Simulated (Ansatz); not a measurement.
In DFT-r²SCAN in the program Ansatz with PAW potentials, BaTiHO2 in the tetragonal phase (P4/mmm; Ba on 1d, Ti on 1a, O on 2f, H on 1b) relaxes to a = 4.034 Å, c = 3.977 Å. Ba has 12 nearest neighbours from 2.83 Å (cuboctahedral); Ti has 6 nearest neighbours from 1.99 Å (octahedral). Its formation energy from the elements is -2.42 eV/atom, with no fitted shifts.

Electronic character: metallic (no gap). The magnetic state found is ferromagnetic. The net moment is 0.20 μB per atom.

The bulk modulus is 121 GPa. Bader charges are Ba +1.50, Ti +1.89, O -1.37, H -0.66 e.

The start of the workflow was typed in or built on a structure type; neither database checked (COD, Materials Project) lists it. Whether it is the stable phase at ambient conditions was not checked. The cell was relaxed with r²SCAN under the symmetry of its start; whether a distortion lowers the energy is not shown. Spin order of the final state: ferromagnetic, the only order run, not a proven ground state. The cell computed holds one magnetic atom, so no antiferromagnetic order was within reach. Other orbital occupations within this spin state were not tried. No Hubbard U is applied. The compound may be a true metal, but semilocal functionals without U, or a wrong spin order, can also close a gap. The references are the lowest solids computed at this level, not always the standard phases (solids in place of the gases). Spin–orbit coupling is left out wherever it is not named.

Potentials: the earlier of the program's two PAW sets.
